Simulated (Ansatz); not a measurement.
C:
Space group Fd-3m, origin choice 1 (No. 227); a = b = c = 3.557 Å, α = β = γ = 90.00°

| atom | site | symmetry | x | y | z |
|---|---|---|---|---|---|
| C | 8a | -43m | 0.0000 | 0.0000 | 0.0000 |
(The calculation used a cell of 2 atoms; values per cell refer to that cell.)

Relaxed with PBE+D3(BJ). The program Ansatz at the PBE+D3(BJ) level (PAW) gives a gap of 4.15 eV.

Q: What gap does HSE06 give on the same cell (Ansatz, PAW)?

A: 5.31 eV, 1.15 eV more. The hybrid was solved on a coarser mesh and at special points; its gap is the smallest among all of these.

```json
[
 {"k": "Γ", "v1 PBE+D3(BJ)": "0.00", "c1 PBE+D3(BJ)": "5.62", "v1 HSE06": "?", "c1 HSE06": "?"},
 {"k": "X", "v1 PBE+D3(BJ)": "-6.36", "c1 PBE+D3(BJ)": "4.78", "v1 HSE06": "?", "c1 HSE06": "?"},
 {"k": "L", "v1 PBE+D3(BJ)": "-2.83", "c1 PBE+D3(BJ)": "8.50", "v1 HSE06": "?", "c1 HSE06": "?"},
 {"k": "K", "v1 PBE+D3(BJ)": "-5.41", "c1 PBE+D3(BJ)": "5.71", "v1 HSE06": "-5.90", "c1 HSE06": "6.92"}
]
```

Q: Top valence (v1) and lowest conduction level (c1) in eV from each method's valence maximum (which need not be a listed point): supply the withheld HSE06 values.

A: 
- X, v1 HSE06: -6.93
- X, c1 HSE06: 5.93
- L, v1 HSE06: -3.09
- L, c1 HSE06: 10.06
- Γ, v1 HSE06: 0.00
- Γ, c1 HSE06: 7.00

Cost on shared cores: the PBE+D3(BJ) run (SCF on a 13×13×13 mesh, then bands and DOS) about 3 core-seconds (a rough figure), the HSE06 run (SCF on 10×10×10, then a few points) around 30 core-seconds (rough); the tasks are unlike.

The cell was relaxed with PBE+D3(BJ) under the symmetry of its start; phonons on a q-mesh show no instability. The volume moved by -27 % from the start of the relaxation.

Potentials: the later of the program's two PAW sets.
